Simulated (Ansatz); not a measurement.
Ta (Im-3m): the size of the finite step

```yaml
crystal:
  lattice:
    - [-1.62685, 1.62685, 1.62685]
    - [1.62685, -1.62685, 1.62685]
    - [1.62685, 1.62685, -1.62685]
  atoms:
    - { symbol: Ta, position: [0.00000, 0.00000, 0.00000] }
```

The conventional cell has a = 3.254 Å, b = 3.254 Å, c = 3.254 Å, α = 90.00°, β = 90.00°, γ = 90.00°. Around Ta (atom 1) lie 8 Ta at 2.82 Å.

Computed, not measured; unless marked otherwise by LDA, PAW on Ansatz 0.2.0's default frozen-core files (fitted under PBE), scalar-relativistic. k mesh 26×26×26, strains of ±0.008, Fermi-Dirac smearing of 0.050 eV, cutoff 420 eV. The cell was relaxed by PAW under this functional, which moved its volume by -4 % from the database entry's.

(1) Elastic constants come from stresses at strains of ±0.008 (two-point stencil): C11 = 297.5, C12 = 175.0, C44 = 67.1 GPa. What does an amplitude of 0.04 give?

Answers

(1) C11 = 300.5, C12 = 177.0, C44 = 68.1 GPa. A large step picks up anharmonic terms.

Caveats: frozen-core PAW files fitted under PBE, their cores solved anew for the functional of the run; responses of metals move with mesh and smearing; no spin-orbit coupling on heavy atoms; C44 of V, Nb and Ta is known to come out low.
